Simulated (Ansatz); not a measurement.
SnF2:
```yaml
crystal:
  lattice:
    - [5.05784, 0.00000, 0.00000]
    - [0.00000, 5.05784, 0.00000]
    - [0.00000, 0.00000, 8.59575]
  atoms:
    - { symbol: Sn, position: [0.00210, 0.00210, 0.50000] }
    - { symbol: Sn, position: [0.49790, 0.50210, 0.75000] }
    - { symbol: Sn, position: [0.99790, 0.99790, 0.00000] }
    - { symbol: Sn, position: [0.50210, 0.49790, 0.25000] }
    - { symbol: F, position: [0.72051, 0.86510, 0.34326] }
    - { symbol: F, position: [0.63490, 0.22051, 0.59326] }
    - { symbol: F, position: [0.27949, 0.13490, 0.84326] }
    - { symbol: F, position: [0.36510, 0.77949, 0.09326] }
    - { symbol: F, position: [0.22051, 0.63490, 0.40674] }
    - { symbol: F, position: [0.13490, 0.27949, 0.15674] }
    - { symbol: F, position: [0.77949, 0.36510, 0.90674] }
    - { symbol: F, position: [0.86510, 0.72051, 0.65674] }
```

Relaxed with r²SCAN.

### Question
Map the electron localisation function on the plane through (0.002, 0.002, 0.500) spanned by u = [1, 1, 0] and v = [1, 0, 1] in lattice vectors, from plane-wave PAW r²SCAN (Ansatz code).

### Answer
x is the fraction of u, y of v (the angle between them is 69°; rows are the nearest grid lines); atoms in the plane: Sn at (0.00, 0.00), F at (0.87, 0.85), F at (0.77, 0.59), F at (0.37, 0.41), F at (0.71, 0.15).
```
y \ x   0.000  0.0833  0.194  0.278  0.361  0.444  0.556  0.639  0.722  0.806  0.917   1.00
------  -----  ------  -----  -----  -----  -----  -----  -----  -----  -----  -----  -----
1.00    0.015   0.171  0.783  0.074  0.010  0.013  0.010  0.008  0.019  0.055  0.141  0.015
0.925   0.243   0.355  0.708  0.112  0.040  0.126  0.079  0.037  0.421  0.747  0.200  0.243
0.850   0.388   0.175  0.207  0.024  0.031  0.155  0.148  0.137  0.254  0.783  0.722  0.388
0.775   0.603   0.034  0.047  0.370  0.243  0.045  0.191  0.246  0.106  0.413  0.814  0.603
0.700   0.036   0.015  0.078  0.692  0.814  0.562  0.063  0.124  0.261  0.125  0.031  0.036
0.625   0.013   0.073  0.045  0.163  0.662  0.637  0.019  0.596  0.744  0.796  0.267  0.013
0.550   0.019   0.054  0.055  0.051  0.019  0.023  0.009  0.223  0.806  0.770  0.616  0.019
0.450   0.023   0.010  0.275  0.813  0.776  0.745  0.016  0.059  0.061  0.053  0.018  0.023
0.375   0.691   0.579  0.026  0.702  0.698  0.817  0.133  0.017  0.080  0.051  0.254  0.691
0.300   0.770   0.797  0.102  0.079  0.152  0.276  0.021  0.046  0.025  0.014  0.205  0.770
0.225   0.136   0.415  0.046  0.111  0.217  0.235  0.166  0.771  0.798  0.341  0.013  0.136
0.150   0.349   0.072  0.021  0.134  0.154  0.153  0.123  0.809  0.427  0.773  0.125  0.349
0.0750  0.331   0.553  0.189  0.033  0.122  0.100  0.040  0.347  0.740  0.550  0.237  0.331
0.000   0.015   0.171  0.783  0.074  0.010  0.013  0.010  0.008  0.019  0.055  0.141  0.015
```

The density is the valence pseudo-density with augmentation charge, so density and ELF within about 1 Å of a nucleus are not all-electron values.

Space group P4_12_12. The workflow started from a Materials Project entry (that database holds measured and hypothetical structures alike); the Crystallography Open Database copy checked does not list it. COD files the formula under space group No. 15, 19, so this cell is another polymorph or a model. Whether it is the stable phase at ambient conditions was not checked. The r²SCAN relaxation kept the symmetry of its start; whether a distortion lowers the energy is not shown. Spin–orbit coupling is left out wherever it is not named.

Potentials: the later of the program's two PAW sets.
